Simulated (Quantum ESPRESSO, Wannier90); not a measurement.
# RbCl (CsCl type): Wannier90 run

Cell from Materials Project (mp-23299), symmetrised, no further relaxation. COD (Crystallography Open Database) has the formula in 2 space groups, this one among them (matched by group alone). Level: PBEsol, no spin polarisation, no spin-orbit coupling; pw.x of Quantum ESPRESSO at 47 Ry with PseudoDojo potentials, 8×8×8 k-points, Wannier90. Density: 8×8×8 mesh, cold smearing 0.01 Ry.

On the energy scale of pw.x, whose zero is arbitrary, the valence-band maximum lies at 2.59 eV.

Input w.win:

```
num_bands = 1
num_wann = 1
exclude_bands = 2-15
num_iter = 800
conv_tol = 1.0e-7
conv_window = 4
write_hr = true
write_u_matrices = true
auto_projections = true
begin unit_cell_cart
ang
    3.9359700000    0.0000000000    0.0000000000
    0.0000000000    3.9359700000    0.0000000000
    0.0000000000    0.0000000000    3.9359700000
end unit_cell_cart
begin atoms_frac
Rb   0.0000000000  0.0000000000  0.0000000000
Cl   0.5000000000  0.5000000000  0.5000000000
end atoms_frac
mp_grid = 8 8 8
begin kpoints
0.0000000000 0.0000000000 0.0000000000
0.0000000000 0.0000000000 0.1250000000
0.0000000000 0.0000000000 0.2500000000
... (509 more lines: the 8x8x8 mesh through Gamma)
end kpoints
```

Input of pw2wannier90.x that gives the overlap and projection files (equivalent; here they were cut from one run over all bands):

```
&inputpp
  outdir = './out'
  prefix = 'pwscf'
  seedname = 'w'
  write_amn = .true.
  write_mmn = .true.
  atom_proj = .true.
  atom_proj_exclude = 2 3 4 5 6 7 8 9
/
```

Output w.wout (banner and timings cut):

```
                                    ------
                                    SYSTEM
                                    ------

                              Lattice Vectors (Ang)
                    a_1     3.935970   0.000000   0.000000
                    a_2     0.000000   3.935970   0.000000
                    a_3     0.000000   0.000000   3.935970

                   Unit Cell Volume:      60.97550  (Ang^3)

                        Reciprocal-Space Vectors (Ang^-1)
                    b_1     1.596350   0.000000   0.000000
                    b_2     0.000000   1.596350   0.000000
                    b_3     0.000000   0.000000   1.596350

 *----------------------------------------------------------------------------*
 |   Site       Fractional Coordinate          Cartesian Coordinate (Ang)     |
 +----------------------------------------------------------------------------+
 | rb   1   0.00000   0.00000   0.00000   |    0.00000   0.00000   0.00000    |
 | cl   1   0.50000   0.50000   0.50000   |    1.96799   1.96799   1.96799    |
 *----------------------------------------------------------------------------*
                                ------------
                                K-POINT GRID
                                ------------

             Grid size =  8 x  8 x  8      Total points =  512

 *---------------------------------- MAIN ------------------------------------*
 |  Number of Wannier Functions               :                 1             |
 |  Number of Objective Wannier Functions     :                 1             |
 |  Number of input Bloch states              :                 1             |
 |  Output verbosity (1=low, 5=high)          :                 1             |
 |  Timing Level (1=low, 5=high)              :                 1             |
 |  Optimisation (0=memory, 3=speed)          :                 3             |
 |  Length Unit                               :               Ang             |
 |  Post-processing setup (write *.nnkp)      :                 F             |
 |  Using Gamma-only branch of algorithms     :                 F             |
 *----------------------------------------------------------------------------*
 *------------------------------- WANNIERISE ---------------------------------*
 |  Total number of iterations                :               800             |
 |  Number of CG steps before reset           :                 5             |
 |  Trial step length for line search         :             2.000             |
 |  Convergence tolerence                     :         0.100E-06             |
 |  Convergence window                        :                 4             |
 |  Iterations between writing output         :                 1             |
 |  Iterations between backing up to disk     :               100             |
 |  Write r^2_nm to file                      :                 F             |
 |  Write xyz WF centres to file              :                 F             |
 |  Write on-site energies <0n|H|0n> to file  :                 F             |
 |  Use guiding centre to control phases      :                 F             |
 |  Use phases for initial projections        :                 F             |
 *----------------------------------------------------------------------------*
 *-------------------------------- PLOTTING ----------------------------------*
 |  Plotting Hamiltonian in WF basis          :                 T             |
 *----------------------------------------------------------------------------*

       ... (k-mesh section left out)

 Starting a new Wannier90 calculation ...

 Reading overlaps from w.mmn

 Reading projections from w.amn

 *------------------------------- WANNIERISE ---------------------------------*
 +--------------------------------------------------------------------+<-- CONV
 | Iter  Delta Spread     RMS Gradient      Spread (Ang^2)            |<-- CONV
 +--------------------------------------------------------------------+<-- CONV

 ------------------------------------------------------------------------------
 Initial State
  WF centre and spread    1  ( -0.000000,  0.000000, -0.000000 )     0.68110188
  Sum of centres and spreads ( -0.000000,  0.000000, -0.000000 )     0.68110188

      0     0.681E+00     0.0000000000        0.6811018847  <-- CONV
        O_D=      0.0000000 O_OD=      0.0000000 O_TOT=      0.6811019 <-- SPRD
 ------------------------------------------------------------------------------
      1     0.000E+00     0.0000000001        0.6811018847  <-- CONV
        O_D=      0.0000000 O_OD=      0.0000000 O_TOT=      0.6811019 <-- SPRD
      2     0.000E+00     0.0000000001        0.6811018847  <-- CONV
        O_D=      0.0000000 O_OD=      0.0000000 O_TOT=      0.6811019 <-- SPRD
      3     0.000E+00     0.0000000001        0.6811018847  <-- CONV
        O_D=      0.0000000 O_OD=      0.0000000 O_TOT=      0.6811019 <-- SPRD
      4     0.000E+00     0.0000000001        0.6811018847  <-- CONV
        O_D=      0.0000000 O_OD=      0.0000000 O_TOT=      0.6811019 <-- SPRD
             <<<     Delta < 1.000E-07  over  4 iterations     >>>
             <<< Wannierisation convergence criteria satisfied >>>
 Final State
  WF centre and spread    1  ( -0.000000,  0.000000, -0.000000 )     0.68110188
  Sum of centres and spreads ( -0.000000,  0.000000, -0.000000 )     0.68110188

         Spreads (Ang^2)       Omega I      =     0.681101885
        ================       Omega D      =     0.000000000
                               Omega OD     =     0.000000000
    Final Spread (Ang^2)       Omega Total  =     0.681101885
```
